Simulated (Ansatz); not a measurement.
Relaxed-ion elastic tensor of TiNb in space group Cmmm (No. 65; Ti on 2c, Nb on 2a) in GPa (Voigt order), PBEsol in the plane-wave PAW code Ansatz; density 6.90 g/cm³, 16.93 Å³ per atom.

|  | 1 | 2 | 3 | 4 | 5 | 6 |
|---|---|---|---|---|---|---|
| 1 | 196 | 124 | 120 | 0.0 | 0.0 | 0.0 |
| 2 | 124 | 207 | 125 | 0.0 | 0.0 | 0.0 |
| 3 | 120 | 125 | 183 | 0.0 | 0.0 | 0.0 |
| 4 | 0.0 | 0.0 | 0.0 | 39.6 | 0.0 | 0.0 |
| 5 | 0.0 | 0.0 | 0.0 | 0.0 | 25.7 | 0.0 |
| 6 | 0.0 | 0.0 | 0.0 | 0.0 | 0.0 | 48.9 |

Problem. Is the crystal mechanically stable?

Solution. Yes: the smallest eigenvalue of C is 25.7 GPa.

Problem. Work out the Voigt, Reuss and Hill averages.

Solution. K_V = 147, K_R = 147, K_H = 147; G_V = 37.2, G_R = 35.6, G_H = 36.4 GPa.

Problem. Give Young's modulus, Poisson's ratio, Pugh's ratio and the universal anisotropy index.

Solution. E = 9KG/(3K + G) = 101 GPa; ν = 0.39; K/G = 4.03 (ductile by the Pugh limit of 1.75); A_U = 5G_V/G_R + K_V/K_R − 6 = 0.24.

Problem. Estimate the sound speeds and the Debye temperature.

Solution. v_l = √((K + 4G/3)/ρ) = 5320 m/s, v_t = √(G/ρ) = 2300 m/s, mean 2590 m/s; Θ = (h/k)(3n/4πV)^(1/3) v_m = 301 K.

Problem. How much does each axis shrink under pressure?

Solution. Linear compressibilities β_i = Σ_j S_ij (j = 1 to 3): x 2.3, y 1.8, z 2.7 per TPa.

The first step of the workflow began from a Materials Project structure, measured or hypothetical; the Crystallography Open Database copy checked does not list it. With Ti and Nb taken as one species the cell has the higher symmetry Im-3m, so it may be an ordered model of a mixed-site phase. Whether it is the stable phase at ambient conditions was not checked. Symmetry was held in the PBEsol relaxation; whether a distortion lowers the energy is not shown. No spin polarisation was allowed. As this level gives no gap, shear constants depend on the k-mesh and smearing (Fermi–Dirac, 0.1 eV here). On the denser mesh and wider smearing of the elastic run this cell carries a stress of 0.4 GPa.

Potentials: the later of the program's two PAW sets.
